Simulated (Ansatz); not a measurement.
## Computed properties of Ge

Ge:
```cif
data_Ge16
_chemical_formula_sum 'Ge16'
_space_group_name_H-M_alt 'Ia-3'
_space_group_IT_number 206
_space_group_name_Hall '-I 2b 2c 3'
_cell_length_a 6.94063
_cell_length_b 6.94063
_cell_length_c 6.94063
_cell_angle_alpha 90.000
_cell_angle_beta 90.000
_cell_angle_gamma 90.000
loop_
_atom_site_label
_atom_site_type_symbol
_atom_site_symmetry_multiplicity
_atom_site_Wyckoff_symbol
_atom_site_fract_x
_atom_site_fract_y
_atom_site_fract_z
_atom_site_occupancy
Ge1 Ge 16 c 0.14804 0.14804 0.14804 1
```
(The calculation used a cell of 8 atoms; values per cell refer to that cell.)

Space group Ia-3 (No. 206); conventional cell a = 6.9406 Å, b = 6.9406 Å, c = 6.9406 Å, α = 90.00°, β = 90.00°, γ = 90.00°.

Method: plane-wave PAW PBEsol (Ansatz code). The cell and atoms are relaxed at this level. Other levels are named where they apply.

**Cell and energy**

```yaml
volume_per_atom: 20.90 Å³
density: 5.77 g/cm³
```

**Electronic structure**

```yaml
electronic_character: metallic (no gap)
Density of states at the Fermi level: 0.16 states/eV per atom (mean over ±0.08 eV)
Gap with spin–orbit coupling: none (metallic)
```

**Mechanics**

```yaml
Bulk modulus (Birch–Murnaghan fit): 64.8 GPa
Pressure derivative B′: 4.2
Elastic constants (relaxed ions, GPa): C11 = 122, C12 = 36.0, C44 = 37.7
mechanical_stability: stable (all eigenvalues of C positive)
hill_bulk_and_shear_moduli: 64.6 and 39.7 GPa
Young's modulus: 98.8 GPa
Poisson's ratio: 0.24
debye_temperature_from_the_elastic_constants: 315 K
```

**Phonons**

```yaml
highest_zone_centre_frequency: 250 cm^-1
zone_centre_stability: no imaginary mode at Γ
```

The workflow started from a Materials Project entry (that database holds measured and hypothetical structures alike); the Crystallography Open Database copy checked does not list it. It is not the phase usual at ambient conditions (space group No. 227). The PBEsol relaxation kept the symmetry of its start. As this level gives no gap, shear constants depend on the k-mesh and smearing (Fermi–Dirac, 0.1 eV here). As this level gives no gap, phonon frequencies hold no LO–TO term and depend on the k-mesh and smearing (Fermi–Dirac, 0.1 eV here). Scalar-relativistic: spin–orbit coupling is off unless named, which matters more the heavier the elements.

Potentials: the later of the program's two PAW sets.
